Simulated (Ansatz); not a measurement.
Relaxed-ion elastic tensor of SrGaHO₂ in space group P4/mmm (No. 123; Sr on 1d, Ga on 1a, O on 2f, H on 1b) in GPa (Voigt order), plane-wave PAW r²SCAN (Ansatz code); density 5.66 g/cm³, 11.17 Å³ per atom.

```
 260   115  75.1   0.0   0.0   0.0
 115   260  75.1   0.0   0.0   0.0
75.1  75.1   201   0.0   0.0   0.0
 0.0   0.0   0.0  92.4   0.0   0.0
 0.0   0.0   0.0   0.0  92.4   0.0
 0.0   0.0   0.0   0.0   0.0   127
```

### Question
Is the crystal mechanically stable?

### Answer
Yes: the smallest eigenvalue of C is 92.4 GPa.

### Question
Work out the Voigt, Reuss and Hill averages.

### Answer
K_V = 139, K_R = 135, K_H = 137; G_V = 92.8, G_R = 88.9, G_H = 90.8 GPa.

### Question
Give Young's modulus, Poisson's ratio, Pugh's ratio and the universal anisotropy index.

### Answer
E = 9KG/(3K + G) = 223 GPa; ν = 0.23; K/G = 1.51 (brittle by the Pugh limit of 1.75); A_U = 5G_V/G_R + K_V/K_R − 6 = 0.26.

### Question
Estimate the sound speeds and the Debye temperature.

### Answer
v_l = √((K + 4G/3)/ρ) = 6750 m/s, v_t = √(G/ρ) = 4010 m/s, mean 4440 m/s; Θ = (h/k)(3n/4πV)^(1/3) v_m = 591 K.

### Question
Solve the Christoffel equation for the three sound speeds along x, y, z.

### Answer
Eigenvalues of C_ijkl n_j n_l equal ρv². In km/s, slowest first: x 4.04, 4.74, 6.78; y 4.04, 4.74, 6.78; z 4.04, 4.04, 5.96.

### Question
How much does each axis shrink under pressure?

### Answer
Linear compressibilities β_i = Σ_j S_ij (j = 1 to 3): x 2.0, y 2.0, z 3.5 per TPa.

The start of the workflow was typed in or built on a structure type; neither database checked (COD, Materials Project) lists it. Its standing as an ambient phase is unchecked. The r²SCAN relaxation kept the symmetry of its start; its stability against distortions is not shown here.

Potentials: the earlier of the program's two PAW sets. The files were generated under PBE; for other functionals the program regenerates the frozen cores, and for LDA and PBEsol the local potential too.
